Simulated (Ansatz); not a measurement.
### Question
Name crystals whose computed values (DFT-LDA in the program Ansatz with PAW potentials) fall in these windows: highest Γ mode, no LO–TO term (cm⁻¹) 560 to 750; ε∞ 2.5 to 3.4; B₀ by P(V) fit (GPa) 100 to 140.

### Answer


```json
[
 {"crystal": "MgO, P3m1 (Pearson symbol hP12)", "highest Γ mode, no LO–TO term (cm⁻¹)": "680", "ε∞": "3.03", "B₀ by P(V) fit (GPa)": "128"},
 {"crystal": "MgO, Pm-3n (Mg on 6c, O on 6d)", "highest Γ mode, no LO–TO term (cm⁻¹)": "705", "ε∞": "2.64", "B₀ by P(V) fit (GPa)": "105"}
]
```
Others may fit too.

Not the usual ambient phase: MgO, P3m1 (Pearson symbol hP12); MgO, Pm-3n (Mg on 6c, O on 6d). All cells were relaxed under the symmetry of their starts (and spin orders); stability against distortions was not tested throughout.

Potentials: the later of the program's two PAW sets.
